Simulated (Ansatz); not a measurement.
## BaTiO₃, first-principles data

BaTiO₃:
```
BaTiO3
1.0
    0.00000     2.85787    -2.87395
    0.00000     2.85787     2.87395
    3.96422     0.00000     0.00000
Ba Ti O
1 1 3
Direct
  0.99503   0.00497   0.00000
  0.47951   0.52049   0.50000
  0.50935   0.97682   0.50000
  0.02318   0.49065   0.50000
  0.51304   0.48696   0.00000
```

Space group Amm2 (No. 38); conventional cell a = 3.9642 Å, b = 5.7157 Å, c = 5.7479 Å, α = β = γ = 90.00°.

Method: r²SCAN in the plane-wave PAW code Ansatz. The cell and atoms are relaxed at this level. Other levels are named where they apply.

Cell and energy:

| Item | Result |
|---|---|
| Volume per atom | 13.02 Å³ |
| Density | 5.95 g/cm³ |
| Formation energy from the elements (no fitted shifts) | -3.38 eV/atom |

Electronic structure:

| Quantity | Result |
|---|---|
| Band gap | 2.66 eV (indirect) |
| Valence-band maximum | at T (k = 0.500, 0.500, 0.500 in fractions of the reciprocal vectors) |
| Conduction-band minimum | at Γ |
| Smallest direct gap on the standard path | 3.09 eV |
| Electron effective mass | 0.55, 0.91, 1.4 mₑ (principal values) |
| Electron effective mass with spin–orbit coupling | 0.55, 0.91, 1.4 mₑ (principal values) |
| Hole effective mass | 0.91, 1.6, 2.4 mₑ (principal values) |
| HSE06 gap on the r²SCAN cell | 3.74 eV |
| Gap with spin–orbit coupling | 2.66 eV |

Mechanics:

| Item | Result |
|---|---|
| Bulk modulus (Birch–Murnaghan fit) | 111 GPa |
| Pressure derivative B′ | 8.6 |

Dielectric response:

| Item | Value |
|---|---|
| Electronic dielectric constant ε∞ (DFPT) | 5.59 (xx), 5.37 (yy), 4.93 (zz) |
| Born charges (a third of the trace) | Ba +2.76, Ti +6.04, O -3.10 to -2.85 e |

Phonons:

| Property | Result |
|---|---|
| Highest zone-centre frequency (without LO–TO term) | 16.31 THz |
| Zone-centre stability | unstable, softest mode 75i cm⁻¹ |

Charges:

| Quantity | Result |
|---|---|
| Bader charges | Ba +1.58, Ti +2.29, O -1.31 to -1.28 e |

This is a known low-temperature phase of the composition, computed here at zero pressure and temperature. The cell was relaxed with r²SCAN under the symmetry of its start. No spin polarisation was allowed. The references are the lowest solids computed at this level, not always the standard phases (solids in place of the gases). Scalar-relativistic: spin–orbit coupling is off unless named, which matters more the heavier the elements.

Potentials: the earlier of the program's two PAW sets.
